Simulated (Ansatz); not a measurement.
Rb2LiInCl6:
```cif
data_Cl24In4Li4Rb8
_chemical_formula_sum 'Rb8 Li4 In4 Cl24'
_space_group_name_H-M_alt 'Fm-3m'
_space_group_IT_number 225
_space_group_name_Hall '-F 4 2 3'
_cell_length_a 10.09155
_cell_length_b 10.09155
_cell_length_c 10.09155
_cell_angle_alpha 90.000
_cell_angle_beta 90.000
_cell_angle_gamma 90.000
loop_
_atom_site_label
_atom_site_type_symbol
_atom_site_symmetry_multiplicity
_atom_site_Wyckoff_symbol
_atom_site_fract_x
_atom_site_fract_y
_atom_site_fract_z
_atom_site_occupancy
Rb1 Rb 8 c 0.25000 0.25000 0.25000 1
Li1 Li 4 b 0.50000 0.50000 0.50000 1
In1 In 4 a 0.00000 0.00000 0.00000 1
Cl1 Cl 24 e 0.00000 0.00000 0.24874 1
```
(The calculation used a cell of 10 atoms; values per cell refer to that cell.)

Relaxed with PBEsol. Independent-particle spectrum: no excitons, no local fields, no scissors shift; 0.1 eV broadening; ε₁ of the summed bands alone.

Task: Tabulate the dielectric function from DFT-PBEsol in the program Ansatz with PAW potentials.

Result: 

| E (eV) | ε₁ xx | ε₂ xx |
|---|---|---|
| 0.0 | 3.38 | 0.00 |
| 0.4 | 3.39 | 0.00 |
| 0.8 | 3.41 | 0.00 |
| 1.2 | 3.44 | 0.00 |
| 1.6 | 3.49 | 0.00 |
| 2.0 | 3.56 | 0.00 |
| 2.4 | 3.66 | 0.00 |
| 2.8 | 3.82 | 0.00 |
| 3.2 | 4.13 | 0.01 |
| 3.6 | 4.37 | 0.55 |
| 4.0 | 4.35 | 1.00 |
| 4.4 | 3.68 | 0.99 |
| 4.8 | 3.71 | 0.88 |
| 5.2 | 4.02 | 0.08 |
| 5.6 | 4.82 | 0.14 |
| 6.0 | 7.04 | 1.47 |
| 6.4 | 5.61 | 2.76 |
| 6.8 | 4.79 | 4.19 |
| 7.2 | 3.21 | 3.93 |
| 7.6 | 3.93 | 3.54 |
| 8.0 | 3.33 | 4.12 |
| 8.4 | 2.81 | 4.18 |
| 8.8 | 2.69 | 3.86 |
| 9.2 | 1.42 | 5.62 |
| 9.6 | 0.34 | 3.69 |
| 10.0 | 0.52 | 3.56 |
| 10.4 | 0.83 | 2.65 |
| 10.8 | 0.82 | 2.84 |
| 11.2 | 0.87 | 2.38 |
| 11.6 | 1.08 | 3.44 |
| 12.0 | -0.52 | 3.53 |

Task: From ε at 4.8 eV (xx: 3.71 + 0.88i), find n, k, the normal reflectivity and the absorption coefficient.

Result: n = 1.94, k = 0.227, R = 11 %, α = 2kE/ħc = 110000 cm⁻¹.

With all bands, ε∞ without local fields is 3.44. DFPT, with local fields, gives 3.08.

The first step of the workflow began from a Materials Project structure, measured or hypothetical; the Crystallography Open Database copy checked does not list it. Its standing as an ambient phase is unchecked. The cell was relaxed with PBEsol under the symmetry of its start; its stability against distortions is not shown here. Scalar-relativistic: spin–orbit coupling is off unless named, which matters more the heavier the elements.

Potentials: the later of the program's two PAW sets.
